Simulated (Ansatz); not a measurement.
PbS:
```
CELL_PARAMETERS angstrom
      0.00000     2.95138     2.95138
      2.95138     0.00000     2.95138
      2.95138     2.95138     0.00000
ATOMIC_POSITIONS crystal
  S  0.00000 0.00000 0.00000
  Pb 0.50000 0.50000 0.50000
```

x, y and z are the axes in which the lattice vectors are written.

Give the high-frequency dielectric tensor and the Born effective charge tensors of the independent atoms from DFPT, plane-wave PAW PBEsol (Ansatz code).


ε∞:
```
20.1  0.00  0.00
0.00  20.1  0.00
0.00  0.00  20.1
```
Z* of atom 1 (S), rows: field, columns: displacement, in e:
```
-4.42   0.00   0.00
 0.00  -4.42   0.00
 0.00   0.00  -4.42
```
Z* of atom 2 (Pb), rows: field, columns: displacement, in e:
```
4.42  0.00  0.00
0.00  4.42  0.00
0.00  0.00  4.42
```

Space group Fm-3m (rock salt). The cell was relaxed with PBEsol under the symmetry of its start. Spin–orbit coupling is left out wherever it is not named.

Potentials: the later of the program's two PAW sets.
